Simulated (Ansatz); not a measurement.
Theory: Ansatz 0.2.0, DFT PBE, scalar-relativistic, plane waves, PAW. All cells share a 420 eV cutoff and Γ-centred k meshes spaced at most about 0.3 Å⁻¹ (about 0.25 or finer for metals, 2π included). No spin polarisation in the final relaxations.

All energies are static (0 K, no zero-point motion). All come from trial cells, and lower structures may exist.

**Question.** Order these relaxed structures of Tl3Ge2H by energy, lowest first, with the energy over the lowest of them.
1.

Space group P6/mmm (No. 191). a = 6.307 Å, b = 6.307 Å, c = 5.985 Å, α = 90.00°, β = 90.00°, γ = 120.00°
```csv
atom,site,symmetry,x,y,z
Tl,3f,mmm,0.5000,0.0000,0.0000
Ge,2e,6mm,0.0000,0.0000,0.2932
H,1a,6/mmm,0.0000,0.0000,0.0000
```

2.

Space group P6/mmm (No. 191). a = 7.703 Å, b = 7.703 Å, c = 3.829 Å, α = 90.00°, β = 90.00°, γ = 120.00°
| atom | site | symmetry | x | y | z |
| --- | --- | --- | --- | --- | --- |
| Tl | 3f | mmm | 0.0000 | 0.5000 | 0.0000 |
| Ge | 2d | -6m2 | 0.3333 | 0.6667 | 0.5000 |
| H | 1b | 6/mmm | 0.0000 | 0.0000 | 0.5000 |

3.

Space group P-6m2 (No. 187). a = 6.980 Å, b = 6.980 Å, c = 3.787 Å, α = 90.00°, β = 90.00°, γ = 120.00°
```csv
atom,site,symmetry,x,y,z
Tl,3k,mm2,0.1513,0.8487,0.5000
Ge,1c,-6m2,0.3333,0.6667,0.0000
Ge,1e,-6m2,0.6667,0.3333,0.0000
H,1f,-6m2,0.6667,0.3333,0.5000
```

4.

Space group P4/mmm (No. 123). a = 3.256 Å, b = 3.256 Å, c = 12.967 Å, α = 90.00°, β = 90.00°, γ = 90.00°
| atom | site | symmetry | x | y | z |
| --- | --- | --- | --- | --- | --- |
| Tl | 2g | 4mm | 0.0000 | 0.0000 | 0.8722 |
| Tl | 1b | 4/mmm | 0.0000 | 0.0000 | 0.5000 |
| Ge | 2h | 4mm | 0.5000 | 0.5000 | 0.3170 |
| H | 1c | 4/mmm | 0.5000 | 0.5000 | 0.0000 |

**Answer.** 4 (0 meV/atom), 3 (46 meV/atom), 1 (154 meV/atom), 2 (286 meV/atom). Forms: 4 P4/mmm; 3 P-6m2; 1 P6/mmm; 2 P6/mmm. Cell 1 holds Ge–Ge pairs (shortest 2.48 Å) (bonds between like non-metal atoms; other contacts aren't counted). Even the lowest lies +0.40 eV/atom against the elements.

These runs have no spin–orbit coupling, which can matter for Tl. With hydrogen, zero-point motion can shift such differences by 10 meV/atom or more. Cells relaxed within their symmetry can be saddle points. Some structure types and database cells were kept out of the candidates from the start, so a known form may be missing.
